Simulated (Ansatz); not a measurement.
A generator proposed this cell of VSe₇.

```cif
data_structure
_symmetry_space_group_name_H-M 'Pm-3m'
_symmetry_Int_Tables_number 221
_cell_length_a 6.1600
_cell_length_b 6.1600
_cell_length_c 6.1600
_cell_angle_alpha 90.000
_cell_angle_beta 90.000
_cell_angle_gamma 90.000
_cell_volume 233.74
loop_
_atom_site_label
_atom_site_type_symbol
_atom_site_symmetry_multiplicity
_atom_site_Wyckoff_symbol
_atom_site_fract_x
_atom_site_fract_y
_atom_site_fract_z
_atom_site_occupancy
V1 V 1 a 0.00000 0.00000 0.00000 1
Se1 Se 3 c 0.00000 0.50000 0.50000 1
Se2 Se 3 d 0.50000 0.00000 0.00000 1
Se3 Se 1 b 0.50000 0.50000 0.50000 1
```

The calculation used Ansatz 0.2.0, DFT PBE, scalar-relativistic, plane waves, PAW. Cutoff 420 eV; k points 4×4×4 on the computed 8-atom cell (Γ-centred); Gaussian smearing, width 0.10 eV; collinear spin from starting moments 2.0 0.0 0.0 0.0 0.0 0.0 0.0 0.0 μB.

The zero of energy is the elements' standard structures at the same level; no fitted shifts are applied.

Task: What does a single point on this coarse mesh give?

Result: The pressure is -10.5 GPa (it wants to contract), the largest force is 0.00 eV/Å (symmetry fixes the atoms), and the energy is +0.40 eV/atom against the elements. The shortest distance is 3.08 Å.

Task: Is it a good guess?

Result: A rough one: relaxing gains about 0.33 eV/atom (the start's value is from the coarse mesh, so the gain is rough) in 9 ionic steps and ends at +0.07 eV/atom on the finer mesh. The symmetry stays Pm-3m (No. 221). The volume per atom shrinks by 25.7 %, from 29.2 to 21.7 Å³. The shortest distance goes from 3.08 Å (V–Se and Se–Se) to 2.79 Å (V–Se and Se–Se). Conventional cell: a = 5.580 Å. Around V lie 6 Se at 2.79 Å; Se on a site of symmetry 4/mmm is surrounded by 6 Se at 2.79 Å; Se on a second site of symmetry 4/mmm is surrounded by 2 V at 2.79 Å and 4 Se at 2.79 Å; 1 more site not described.

The last run used collinear spin, an 8×8×8 mesh for its 8-atom cell and Gaussian smearing of 0.10 eV. No Hubbard U is applied to the 3d shell of V. The reference form of Se is held partly by dispersion forces, which this level lacks. The magnetic state reached may not be the lowest. The relaxation can't lower the symmetry of the start, and the grade says only how near the guess is to its own end. Symmetry constrained the relaxation, so the result can be a saddle point.
